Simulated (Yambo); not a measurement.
A G0W0@PBE run in Yambo for CsPbBr3 (cubic perovskite, space group Pm-3m, No. 221) (2×2×2 Γ-centred k mesh, bands 20 to 581 and a 12 Ry block in the screening, 581 bands in G with the Bruneval-Gonze terminator, plasmon pole fitted at 27.2 eV) gives these matrix elements, in eV, at the band edges (R → R):

```
state               E0    <Vxc>     <Σx>  <Σc(E0)>      Z
---------------  -----  -------  -------  --------  -----
valence edge     0.000  -15.778  -19.041     1.320  0.802
conduction edge  1.560  -10.569   -6.778    -3.477  0.819
```

Problem. Solve the linearised quasiparticle equation for both states, give the gap, and say how exchange and correlation each act on it.

Solution. E = E0 + Z(Σx + Σc − Vxc). Valence: 0.000 + 0.802 × (-19.041 + (1.320) − (-15.778)) = -1.56 eV. Conduction: 1.560 + 0.819 × (-6.778 + (-3.477) − (-10.569)) = 1.82 eV. The gap is 3.38 eV, against 1.56 eV in PBE. Replacing Vxc by bare exchange alone would open it by 7.05 eV; correlation takes back 4.80 eV of that, and Z scales what is left. Nearest settings tried, and what they do to the gap: 310 bands in G: +4 meV; 310 bands in W, 310 bands in G: +7 meV; 7 Ry block (461 vectors against 1021): -105 meV. Not varied: mesh. So the settings aren't converged at that level. The k mesh is coarse. Spin-orbit coupling is left out; with 6p states at a band edge it can lower the gap by many tenths of an eV, most of a small gap. The cell is held in this high symmetry; tilts and polar distortions were not searched.

Geometry relaxed with PBEsol; primitive cell a = b = c = 5.8784 Å, α = β = γ = 90.00°.

The potentials are those of PseudoDojo's stringent table.
